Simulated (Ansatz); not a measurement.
**Lattice vibrations of TaC₆N at Γ**

These are results of DFT PBE, scalar-relativistic, plane waves, PAW in Ansatz 0.2.0, not measurements. Cutoff 420 eV, 12×12×1 k-points (Γ-centred), Gaussian smearing of 0.10 eV. No spin polarisation. Phonons by linear response, acoustic sum rule imposed.

Relaxed structure:
```
Ta C N
1.0
     2.59217    0.00000    0.00000
    -1.29609    2.24489    0.00000
     0.00000    0.00000   33.93341
Ta C N
2 12 2
Direct
  0.66667 0.33333 0.95905
  0.33333 0.66667 0.04095
  0.00000 0.00000 0.56301
  0.66667 0.33333 0.56302
  0.66667 0.33333 0.68923
  0.33333 0.66667 0.68923
  0.00000 0.00000 0.43699
  0.33333 0.66667 0.43698
  0.33333 0.66667 0.31077
  0.66667 0.33333 0.31077
  0.00000 0.00000 0.18159
  0.33333 0.66667 0.18161
  0.00000 0.00000 0.81841
  0.66667 0.33333 0.81839
  0.00000 0.00000 0.92156
  0.00000 0.00000 0.07844
```

The structure comes from a proposed guess, relaxed at this level; another structure or a mixture of phases may lie lower. In a metal, frequencies depend on the k mesh and the smearing, soft modes most. Spin–orbit coupling is left out, which matters for heavy elements. No dispersion correction is applied, so modes and constants that involve weak contacts between layers, chains or molecules come out too soft.

Question: Is this structure stable against zone-centre distortions?

Answer: No: 4 of the 45 optical modes are imaginary.

Question: List the optical modes at Γ (i marks imaginary ones).

Answer:
```
frequency (cm⁻¹)  degeneracy
             26i           2
              7i           2
              ≈0           2
              ≈0           2
              ≈0           2
               6           2
               6           2
               8           1
              14           1
              20           1
              24           1
              30           1
              31           1
              60           2
              90           1
             212           2
             644           1
             680           1
             859           1
             859           1
             860           2
             862           2
            1139           4
            1159           2
            1159           2
            1304           4
```
